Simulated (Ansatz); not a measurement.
TiC: zone-centre modes

The calculation used Ansatz, DFT PBE, scalar-relativistic, plane waves, PAW. Settings: 420 eV plane-wave cutoff, Γ-centred 24×24×24 mesh, Fermi-Dirac smearing of 0.15 eV. No spin polarisation. Phonons by linear response, acoustic sum rule imposed.

Equilibrium structure at this level:
```yaml
crystal:
  lattice:
    - [0.00000, 2.16668, 2.16668]
    - [2.16668, 0.00000, 2.16668]
    - [2.16668, 2.16668, 0.00000]
  atoms:
    - { symbol: Ti, position: [0.50000, 0.50000, 0.50000] }
    - { symbol: C, position: [0.00000, 0.00000, 0.00000] }
```

The cell has the rock salt type, in a space group that the Crystallography Open Database lists for this formula; it was reached from a generator's guess. In a metal, frequencies depend on the k mesh and the smearing, soft modes most.

Optical modes at Γ:
```tsv
frequency (THz)	degeneracy
15.39	3
```

All 3 optical modes at Γ are real: no displacement of atoms at fixed cell lowers the energy to second order. Strains and modes at other wave vectors aren't tested by this run.
